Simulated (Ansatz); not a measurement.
The relaxed structure here is a generated cell of Ta: the first start was made by placing the elements on the sites of a structure type, and the end was not matched to a known phase here, so it may be hypothetical. Known forms of Ta include space group No. 229.

A relaxed cell of Ta (Cmcm (No. 63)), relaxed on a k-mesh at least as fine as the one used below. These are PBE (plane waves to 420 eV, PAW, scalar-relativistic; Ansatz, an electronic-structure program) values and carry that method's errors. Γ-centred k-mesh 13×13×7 on the run's cell (coarser than for final values), Fermi–Dirac smearing 0.05 eV.

```yaml
crystal:
  lattice:
    - [1.36664, -2.74890, 0.00000]
    - [1.36664, 2.74890, 0.00000]
    - [0.00000, 0.00000, 4.97165]
  atoms:
    - { symbol: Ta, position: [0.86615, 0.13385, 0.25000] }
    - { symbol: Ta, position: [0.13385, 0.86615, 0.75000] }
```

The atoms are displaced along an unstable phonon of this cell by (Å):

| atom | ux | uy | uz |
|---|---|---|---|
| Ta1 | 0.150 | 0.000 | 0.000 |
| Ta2 | -0.150 | 0.000 | 0.000 |

Q: What forces (eV/Å) and pressure result?

A: 
| atom | Fx | Fy | Fz |
|---|---|---|---|
| Ta1 | 0.46 | -0.07 | 0.00 |
| Ta2 | -0.46 | 0.07 | 0.00 |

Pressure -0.7 GPa.

Q: Estimate the energy cost of the displacement in the harmonic approximation and compare with the calculation.

A: For a harmonic well ΔE = −½ Σ F·u = -0.069 eV a cell, or -34 meV/atom. The calculated energy relative to the undisplaced cell is -0.04 eV/atom, so the harmonic estimate holds well.

The undisplaced cell is probably no minimum: from this displacement the run went on to Im-3m (No. 229), 0.21 eV/atom below it.

No spin polarisation in the result.
